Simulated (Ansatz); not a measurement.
# What a strained BiTe layer does to its nuclei

Cell: a structure deposited in the COD whose atoms were relaxed with PBE, the cell held.

```
CELL_PARAMETERS angstrom
4.42200 0.00000 0.00000
-2.21100 3.82956 0.00000
0.00000 0.00000 24.05000
ATOMIC_POSITIONS crystal
Bi 0.00000 0.00000 0.12477
Bi 0.00000 0.00000 0.87523
Bi 0.33333 0.66667 0.29162
Bi 0.66667 0.33333 0.70838
Bi 0.66667 0.33333 0.46495
Bi 0.33333 0.66667 0.53505
Te 0.33333 0.66667 0.05359
Te 0.66667 0.33333 0.94641
Te 0.66667 0.33333 0.20872
Te 0.33333 0.66667 0.79128
Te 0.00000 0.00000 0.36360
Te 0.00000 0.00000 0.63640
```

Atoms are numbered from 1 in the order listed; like atoms form one site, named after its first atom.

Method: Kohn–Sham DFT in Ansatz, PBE, plane waves and PAW, scalar-relativistic, 420 eV cutoff, Γ-centred 11×11×2 k-points, Fermi–Dirac smearing 0.05 eV.

The cell is stretched along z (the third Cartesian axis of the run's cell), x and y held, and the ions relax again each time.

4 of the 6 sets of like atoms are followed.

```
strain along z (%)  Bi1: V along z (10²¹ V/m²)  Bi3: V along z (10²¹ V/m²)  Te9: V along z (10²¹ V/m²)  Te11: V along z (10²¹ V/m²)
                -3                           ?                           ?                           ?                            ?
                -2                        0.30                        2.04                        6.95                        -0.18
                -1                        0.57                        2.37                        7.55                         0.16
                 0                        0.77                        2.62                        8.10                         0.40
                +1                        0.91                        2.81                        8.54                         0.61
                +2                        1.00                        3.01                        9.09                         0.78
                +3                        1.03                        3.09                        9.50                         0.83
```

Problem. Estimate the row at -3 % from the others.

Solution. Bi1: -0.03; Bi3: 1.65; Te9: 6.29; Te11: -0.56. Worked for Bi1: a straight line through the other 6 rows has a slope of 0.145 × 10²¹ V/m² per per cent of strain and gives 0.26 at -3 %, against -0.03 from the run; over all rows the step per per cent runs from 0.33 at the compressed end to 0.033 at the stretched end, so the response isn't a straight line. Worked for Bi3: a straight line through the other 6 rows has a slope of 0.211 × 10²¹ V/m² per per cent of strain and gives 1.92 at -3 %, against 1.65 from the run; over all rows the step per per cent runs from 0.39 at the compressed end to 0.087 at the stretched end, so the response isn't a straight line.

Spin–orbit coupling is left out, which shifts gradients on Bi by a few per cent in wide-gap crystals, and can shift them far more where the calculated gap is small or absent, as here. With a gap of 0.16 eV under a smearing of 0.05 eV the band edges are partly filled, so small gradients can hang on the smearing and the k-mesh.
